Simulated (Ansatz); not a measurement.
Data:

Starting cell, Bi (A7 type, space group R-3m):

```
CELL_PARAMETERS angstrom
      2.26027     1.30497     4.00943
     -2.26027     1.30497     4.00943
      0.00000    -2.60994     4.00943
ATOMIC_POSITIONS crystal
  Bi 0.23371 0.23371 0.23371
  Bi 0.76629 0.76629 0.76629
```

Scan: atom 1 (Bi, nearest neighbour Bi at 3.068 Å; its periodic images, 4.5 Å or more away, move with it) is displaced towards the nearest neighbour, direction (0.000, -0.851, -0.526) in Cartesian axes, by s. The other atoms stay.

Level of theory: r2SCAN+rVV10 (plane waves to 500 eV, PAW, scalar-relativistic; Ansatz, a quantum-chemistry and plane-wave program). k mesh 10×10×10 (Γ-centred), Fermi-Dirac smearing 0.05 eV. E stands for the smeared free energy. With partly filled bands, energies and forces of such displacements shift with the k mesh and the smearing. Bi was relaxed with its symmetry unable to fall. Spin-orbit coupling is left out, though Bi is heavy. ΔE is measured from the undisplaced structure.

The scan covers s from -0.610 to 0.610 Å in 11 points.

Is the energy the same for displacements of ±0.610 Å, and if not, which side lies higher?

Not even: the positive side lies higher at ±0.610 Å. With its periodic images moving along, the atom's site symmetry in this cell is 3m.

What is the energy change at s = 0.610 Å?

1495 meV/cell.

What force acts on the atom along the line at s = -0.610 Å?

0.845 eV/Å.

What is the force constant k = d²E/ds² of this move at s = 0?

3.11 eV/Å².

(A displaced cell: forces are minus the slopes of the energy, force constants its curvatures, and phonons follow from these.)
